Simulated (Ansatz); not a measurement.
CoPdO₂:
```
CoPdO2
1.0
    1.40718     0.81244     5.87860
   -1.40718     0.81244     5.87860
    0.00000    -1.62487     5.87860
Pd Co O
1 1 2
Direct
  0.00000   0.00000   0.00000
  0.50000   0.50000   0.50000
  0.11258   0.11258   0.11258
  0.88742   0.88742   0.88742
```

Relaxed with PBEsol.

Problem. Which orbitals make up the states near the Fermi level in PBEsol (plane waves, PAW; program Ansatz)?

Solution. Within 0.5 eV of the Fermi level: Pd 4d 39 %, Co 3d 34 %, O 2p 16 %, outside the projected shells 6 %. Projections are on Löwdin-orthogonalised atomic valence shells; empty p or d shells of many metals are not among them.

Problem. Tabulate the density of states.

Solution. States/eV per cell of 4 atoms, in 0.25 eV bins, energy from the Fermi level.

```tsv
E (eV)	total	O 2p	Pd 4d	Co 3d
-7.85	3.18	2.29	0.36	0.39
-7.60	2.47	1.79	0.29	0.29
-7.35	2.65	1.91	0.24	0.39
-7.10	2.24	1.63	0.12	0.38
-6.85	1.49	1.01	0.16	0.25
-6.60	2.74	1.78	0.32	0.54
-6.35	3.96	2.46	0.39	1.02
-6.10	3.44	2.21	0.25	0.89
-5.85	3.37	2.20	0.20	0.88
-5.60	2.09	1.42	0.27	0.32
-5.35	3.15	1.95	0.67	0.37
-5.10	3.35	2.08	0.77	0.31
-4.85	3.03	2.12	0.54	0.26
-4.60	2.77	1.74	0.72	0.23
-4.35	2.84	1.21	1.33	0.20
-4.10	2.55	0.95	1.35	0.15
-3.85	2.38	0.88	1.29	0.11
-3.60	2.06	0.73	1.20	0.07
-3.35	1.03	0.18	0.81	0.03
-3.10	1.38	0.13	1.13	0.08
-2.85	2.81	0.22	2.27	0.23
-2.60	3.12	0.36	2.34	0.30
-2.35	4.57	0.63	3.39	0.42
-2.10	3.91	0.31	3.01	0.49
-1.85	6.12	0.23	4.40	1.39
-1.60	4.38	0.24	2.11	1.93
-1.35	4.87	0.33	1.30	3.14
-1.10	5.89	0.45	1.32	3.96
-0.85	8.29	0.97	1.29	5.83
-0.60	5.57	0.98	1.04	3.38
-0.35	1.03	0.18	0.31	0.45
-0.10	0.57	0.08	0.30	0.10
0.15	1.18	0.16	0.53	0.32
0.40	2.53	0.45	1.02	0.81
0.65	0.89	0.17	0.18	0.41
0.90	1.26	0.31	0.07	0.72
1.15	2.10	0.60	0.11	1.16
1.40	4.81	1.63	0.24	2.64
1.65	4.81	1.91	0.35	2.39
1.90	2.20	0.93	0.19	1.03
2.15	0.07	0.03	0.01	0.03
2.40	0.00	0.00	0.00	0.00
2.65	0.00	0.00	0.00	0.00
2.90	0.03	0.00	0.00	0.00
3.15	0.20	0.02	0.03	0.01
3.40	0.83	0.08	0.09	0.02
3.65	1.32	0.16	0.16	0.05
3.90	1.48	0.20	0.17	0.06
4.15	2.05	0.31	0.23	0.10
4.40	0.54	0.05	0.04	0.02
4.65	0.34	0.02	0.02	0.01
4.90	0.26	0.01	0.01	0.00
```

Space group R-3m. The cell was relaxed with PBEsol under the symmetry of its start. The workflow began spin-polarised and lost its moments. No Hubbard U is applied. The compound may be a true metal, but semilocal functionals without U, or a wrong spin order, can also close a gap. Scalar-relativistic: spin–orbit coupling is off unless named, which matters more the heavier the elements.

Potentials: the later of the program's two PAW sets.
